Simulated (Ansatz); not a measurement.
**A Cs vacancy and an I vacancy, 7.54 Å apart on the ideal sites in cubic perovskite CsSnI3, 38 atoms, charge 0**

All numbers come from Ansatz (PAW, plane waves, no spin–orbit coupling) at the single k point (¼, ¼, ¼) without its symmetry partners. The atoms were relaxed with PBEsol in a fixed cell; other functionals are single points on those atoms unless said otherwise. The valence top and gap of the host come from its small cell on a dense mesh, with the band extrema sought between the mesh points, lined up by the mean potential, PBEsol gap 0.15 eV, HSE06 gap 0.52 eV, r²SCAN gap 0.31 eV.

Cell: a = 12.314 Å, b = 12.314 Å, c = 12.314 Å, α = 90.00°, β = 90.00°, γ = 90.00°.

Nearest atoms after relaxation, from the placed atom (for vacancies from the middle of the vacant sites): Sn at 2.10 Å, I at 2.20 Å, I at 2.23 Å.

Chemical potentials μ are those of reference phases of the elements at zero temperature by the same functional (the usual solids, diamond for C, grey Sn, and the molecules H2, N2, O2, F2, Cl2, Br2 and S8).

| functional | E(defect) − E(host) − Σ nμ + q·E_VBM (eV) | monopole (eV) | alignment (eV) | formation energy at E_F = VBM (eV) | moment (μB) | wall time, shared host |
| --- | --- | --- | --- | --- | --- | --- |
| PBEsol | 4.16 | 0.00 | 0.00 | 4.16 | 0 (no spin) | 6.8 s on NVIDIA GB200 (relaxation) |
| HSE06 | 4.42 | 0.00 | 0.00 | 4.42 | 0 (no spin) | 26 s on NVIDIA GB200 |
| r²SCAN | 4.75 | 0.00 | 0.00 | 4.75 | 0 (no spin) | 4.9 s on NVIDIA GB200 |

HSE06 one-electron levels near the gap (the ten most localised at most), from the host's valence top:

```csv
level (eV),spin,filling,atoms sharing it,element of the atom with most weight
0.60,both,0.00,4.6,Sn
```

r²SCAN one-electron levels near the gap (the ten most localised at most), from the host's valence top:

```csv
level (eV),spin,filling,atoms sharing it,element of the atom with most weight
0.29,both,0.00,4.6,Sn
```

All elements are taken at their own reference at once; growth conditions in equilibrium with the host shift these energies, by up to the host's formation enthalpy.

The ideal cubic host may itself distort, and that gain is in these energies.

One k point and a cell of this size can leave errors of several tenths of an eV in such numbers.
